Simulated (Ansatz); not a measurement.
CsH$_{3}$O$_{2}$ in space group Amm2 (No. 38; Pearson symbol oS12), DFT-r²SCAN in the program Ansatz with PAW potentials. The conduction-band minimum lies at Γ, with 1 equivalent valley. Second derivatives d²E/dk² of the lowest band at one valley (eV·Å²), along Cartesian directions:

| direction | d²E/dk² |
|---|---|
| [100] | 17.03 |
| [010] | 18.98 |
| [001] | 17.99 |
| [110] | 18.01 |
| [101] | 17.51 |
| [011] | 18.48 |

Problem. Find the principal effective masses, the density-of-states mass and the conductivity mass.

Solution. Off-diagonal terms follow from H_xy = H[110] − (H_xx + H_yy)/2, and m*/mₑ = 7.620 eV·Å² over each eigenvalue: 0.40, 0.42, 0.45. One valley's DOS mass (m₁m₂m₃)^(1/3) = 0.42, conductivity mass 3/(Σ 1/mᵢ) = 0.42 mₑ.

Problem. What effective density of states Nc follows at 300 K for parabolic valleys?

Solution. Nc = 2.509e19 × 1 × (0.42)^(3/2) ≈ 6.8e18 cm⁻³.

The first step of the workflow began from a Materials Project structure, measured or hypothetical; the Crystallography Open Database copy checked does not list it. COD files the formula under space group No. 141. Whether it is the stable phase at ambient conditions was not checked. The cell was relaxed with r²SCAN under the symmetry of its start; its stability against distortions is not shown here. Scalar-relativistic: spin–orbit coupling is off unless named, which matters more the heavier the elements.

Potentials: the later of the program's two PAW sets.

Edges and masses are those of Kohn–Sham bands, whose gap is no quasiparticle gap.
